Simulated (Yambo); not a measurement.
Yambo run on PdCdF6 (space group R-3, No. 148). The wavefunctions are PBEsol (Quantum ESPRESSO, PseudoDojo norm-conserving, 102 Ry, scalar-relativistic) ones on a 2×2×2 mesh (40 occupied bands); a = 5.648 Å, b = 5.648 Å, c = 5.648 Å, α = 53.19°, β = 53.19°, γ = 53.19°.

Yambo input:

```
gw0
dyson
el_el_corr
HF_and_locXC
ppa
em1d
EXXRLvcs= 102 Ry
VXCRLvcs= 408 Ry
Chimod= "HARTREE"
% BndsRnXp
 9 | 174 |
%
NGsBlkXp= 7 Ry
% LongDrXp
 1.0 | 1.0 | 1.0 |
%
PPAPntXp= 27.2114 eV
% GbndRnge
 1 | 174 |
%
GTermKind= "BG"
DysSolver= "n"
ExtendOut
% QPkrange
 3 | 3 | 40 | 41 |
%
```

k points by index: 3 = F.

Resulting energies as the program prints them:

```
#    K-point    Band    Eo [eV]    E [eV]    E-Eo [eV]    Vxc [eV]    Vnlxc [eV]    Sc|Eo [eV]    Sc|E [eV]    dSc/dw|Eo [eV]    Re(Z)    Im(Z)
#
    3    40    0.000000    -0.849928    -0.849928    -24.48461    -31.16763    5.606276    5.833088    -7.260256    0.789382    -0.001365
    3    41    1.817215    3.493220    1.676005    -24.09881    -19.86361    -2.142872    -2.559193    -6.758996    0.801030    -0.001340
```
(The two width columns are left out.) Convergence of these settings isn't established.

Spin-orbit coupling is not included.

Geometry of the Materials Project entry, not relaxed at this level.
